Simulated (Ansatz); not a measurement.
BiCl₃ in space group Pnma (No. 62; Bi on 4c, Cl on 8d, Cl on 4c) under volume change, the program Ansatz at the r²SCAN+D4 level (PAW), shape and atoms relaxed at each volume.

```tsv
V (Å³/atom)	E − E(relaxed) (meV/atom)	P (GPa)
24.217	14.3	2.24
25.016	5.7	1.27
25.814	1.3	0.54
26.613	0.0	-0.01
27.411	1.1	-0.40
28.209	3.8	-0.68
29.008	7.9	-0.90
```

Problem. What does a third-order Birch–Murnaghan fit give for V₀, B₀ and B′?

Solution. V₀ = 26.61 Å³/atom, B₀ = 15.7 GPa, B′ = 9.2.

The workflow started from a Materials Project entry (that database holds measured and hypothetical structures alike); the Crystallography Open Database copy checked does not list it. COD files the formula under space group No. 33, so this cell is another polymorph or a model. Whether it is the stable phase at ambient conditions was not checked. The r²SCAN+D4 relaxation kept the symmetry of its start; its stability against distortions is not shown here. Spin–orbit coupling is left out wherever it is not named.

Potentials: the later of the program's two PAW sets.
